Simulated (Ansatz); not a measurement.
# TaBr4: stable or not

The cell was found from a structure generator's guess, not taken from experiment.

All numbers below come from DFT PBE, scalar-relativistic, plane waves, PAW in Ansatz 0.2.0. Settings of the last relaxation (5-atom cell): 420 eV, 6×6×10 k points, Gaussian smearing of 0.10 eV, no spin polarisation.

```cif
data_structure
_symmetry_space_group_name_H-M 'P 1'
_symmetry_Int_Tables_number 1
_cell_length_a 7.4121
_cell_length_b 7.4121
_cell_length_c 3.5488
_cell_angle_alpha 90.000
_cell_angle_beta 90.000
_cell_angle_gamma 99.138
_cell_volume 192.50
loop_
_atom_site_label
_atom_site_type_symbol
_atom_site_fract_x
_atom_site_fract_y
_atom_site_fract_z
_atom_site_occupancy
Ta1 Ta 0.50000 0.50000 0.50000 1
Br1 Br 0.71890 0.28110 0.50000 1
Br2 Br 0.29620 0.29620 0.00000 1
Br3 Br 0.70379 0.70379 0.00000 1
Br4 Br 0.28110 0.71890 0.50000 1
```

Formation energies are uncorrected and refer to the elements' standard structures at the same level. The references include crystalline Br.

**Question.** These tests were run: energy against the elements; phonons on a 1×1×2 q mesh. What do they show?

**Answer.**

| test | result |
| --- | --- |
| energy against the elements | −0.86 eV/atom |
| phonons on a 1×1×2 q mesh | imaginary modes down to 167i cm⁻¹ |

It fails one test: phonons on a 1×1×2 q mesh. So it isn't even a local minimum.

Weakly bound directions are ill-defined at this level, which has no dispersion term. These runs have no spin–orbit coupling, which can matter for Ta. An odd number of electrons in the primitive cell allows no gap without spin; a larger cell or a magnetic state could open one. The reference form of Br is held partly by dispersion forces, which this level lacks. The run for the phonons used a 6×6×10 k mesh and Fermi–Dirac smearing of 0.15 eV.
